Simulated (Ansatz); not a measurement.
A distorted cell of RhPb (space group P6/mmm):

```yaml
crystal:
  lattice:
    - [5.54976, 0.00000, 0.00000]
    - [-2.77488, 4.80623, 0.00000]
    - [0.00000, 0.00000, 4.43994]
  atoms:
    - { symbol: Rh, position: [0.00000, 0.50000, 0.00000] }
    - { symbol: Rh, position: [0.50000, 0.00000, 0.00000] }
    - { symbol: Rh, position: [0.50000, 0.50000, 0.00000] }
    - { symbol: Pb, position: [0.66667, 0.33333, 0.50000] }
    - { symbol: Pb, position: [0.33333, 0.66667, 0.50000] }
    - { symbol: Pb, position: [0.00000, 0.00000, 0.00000] }
```

Calculation: PBEsol (plane waves to 420 eV, PAW, scalar-relativistic; Ansatz, a first-principles code). k mesh 10×10×11 (Γ-centred), Fermi-Dirac smearing 0.05 eV. Energies are smeared free energies. Compression counts positive. With partly filled bands, the response to shear is sensitive to the k mesh, so small differences along c/a are uncertain. RhPb is run without spin polarisation. RhPb was relaxed with its symmetry unable to fall. Spin-orbit coupling is left out, though Pb is heavy.

Task: What is the stress tensor (GPa)?

Result: 
```
    7.3      0.0      0.0
    0.0      7.3      0.0
    0.0      0.0      3.4
```
The pressure, a third of the trace, is 6.0 GPa.

Task: It is the relaxed cell deformed to V/V₀ = 0.960, (c/a)/(c/a)₀ = 1.020, c along z, fractional positions held. What is its energy relative to the relaxed cell?

Result: 18 meV/atom.

(Under strain, the slope of the energy per volume gives the stress and its curvature an elastic modulus.)
